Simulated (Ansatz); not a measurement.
Here is an unrelaxed guess for AlNi₄.

```
Al Ni
1.0
     2.51362    0.00000    0.00000
    -1.25681    2.17686    0.00000
     0.00000    0.00000   20.39995
Al Ni
2 8
Direct
  0.66667 0.33333 0.80000
  0.66667 0.33333 0.20000
  0.33333 0.66667 0.70000
  0.33333 0.66667 0.90000
  0.33333 0.66667 0.10000
  0.33333 0.66667 0.30000
  0.33333 0.66667 0.50000
  0.66667 0.33333 0.00000
  0.66667 0.33333 0.40000
  0.66667 0.33333 0.60000
```

Level of theory: Ansatz 0.2.0, DFT PBE, scalar-relativistic, plane waves, PAW. Cutoff 420 eV; k points 6×6×1 on the computed 10-atom cell (Γ-centred); Gaussian smearing, width 0.10 eV; collinear spin from starting moments 0.0 0.0 2.0 2.0 2.0 2.0 2.0 2.0 2.0 2.0 μB.

Formation energies are uncorrected and refer to the elements' standard structures at the same level.

Question: What does a single point on this coarse mesh give?

Answer: The pressure is 5.7 GPa (the mean over three directions, positive in compression), the largest force is 0.34 eV/Å, and the energy is −0.09 eV/atom against the elements. The shortest distance is 2.50 Å.

Question: Is it a good guess?

Answer: A good one: relaxing gains under 0.1 eV/atom (the start's value is from the coarse mesh, so the gain is rough) in 10 ionic steps and ends at −0.11 eV/atom on the finer mesh. The symmetry stays P-6m2 (No. 187). The volume per atom grows by 3.3 %, from 11.2 to 11.5 Å³. The shortest distance goes from 2.50 Å (Al–Ni and Ni–Ni) to 2.44 Å (Al–Ni). Conventional cell: a = 2.596 Å, c = 19.744 Å. Al is surrounded by 6 Ni at 2.44–2.45 Å and 6 Al at 2.60 Å; around Ni on a site of symmetry 3m lie 3 Al at 2.45 Å and 9 Ni at 2.51–2.60 Å; Ni on a second site of symmetry 3m is surrounded by 3 Al at 2.44 Å and 9 Ni at 2.51–2.60 Å; 3 more sites not described.

The last run used collinear spin, an 18×18×2 mesh (in the run's order of axes) for its 10-atom cell and Gaussian smearing of 0.10 eV. The magnetic state reached may not be the lowest. The relaxation can't lower the symmetry of the start, and the grade says only how near the guess is to its own end. A structure relaxed within its symmetry needn't be a true minimum.
